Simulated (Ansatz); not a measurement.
The relaxed structure here is a generated cell of AlIr: the first start was made by placing the elements on the sites of a structure type, and the end was not matched to a known phase here, so it may be hypothetical.

A relaxed cell of AlIr (Immm (No. 71)), relaxed on a k-mesh at least as fine as the one used below. These are PBE (plane waves to 420 eV, PAW, scalar-relativistic; Ansatz, a first-principles code) values and carry that method's errors. Γ-centred k-mesh 13×13×13 on the run's cell (coarser than for final values), Fermi–Dirac smearing 0.05 eV.

```yaml
crystal:
  lattice:
    - [-2.91938, 4.19305, 5.07946]
    - [0.00000, 0.00000, 5.07946]
    - [1.45969, 2.09653, -2.53973]
  atoms:
    - { symbol: Ir, position: [0.75000, 0.50000, 0.50000] }
    - { symbol: Ir, position: [0.25000, 0.50000, 0.50000] }
    - { symbol: Al, position: [0.25000, 0.00000, 0.50000] }
    - { symbol: Al, position: [0.75000, 0.00000, 0.50000] }
```

The atoms are displaced along an unstable phonon of this cell by (Å):

| atom | ux | uy | uz |
|---|---|---|---|
| Ir1 | 0.000 | 0.000 | -0.123 |
| Ir2 | 0.000 | 0.000 | 0.123 |
| Al3 | 0.000 | 0.000 | 0.150 |
| Al4 | 0.000 | 0.000 | -0.150 |

Question: What forces (eV/Å) and pressure result?

Answer: 
| atom | Fx | Fy | Fz |
|---|---|---|---|
| Ir1 | 0.00 | 0.00 | -1.04 |
| Ir2 | 0.00 | 0.00 | 1.04 |
| Al3 | 0.00 | 0.00 | 0.18 |
| Al4 | 0.00 | 0.00 | -0.18 |

Pressure -1.2 GPa.

Question: Estimate the energy cost of the displacement in the harmonic approximation and compare with the calculation.

Answer: For a harmonic well ΔE = −½ Σ F·u = -0.155 eV a cell, or -39 meV/atom. The calculated energy relative to the undisplaced cell is -0.04 eV/atom, so the harmonic estimate holds well.

The undisplaced cell is probably no minimum: from this displacement the run went on to I4₁/amd (No. 141), 0.35 eV/atom below it.

No spin polarisation in the result.
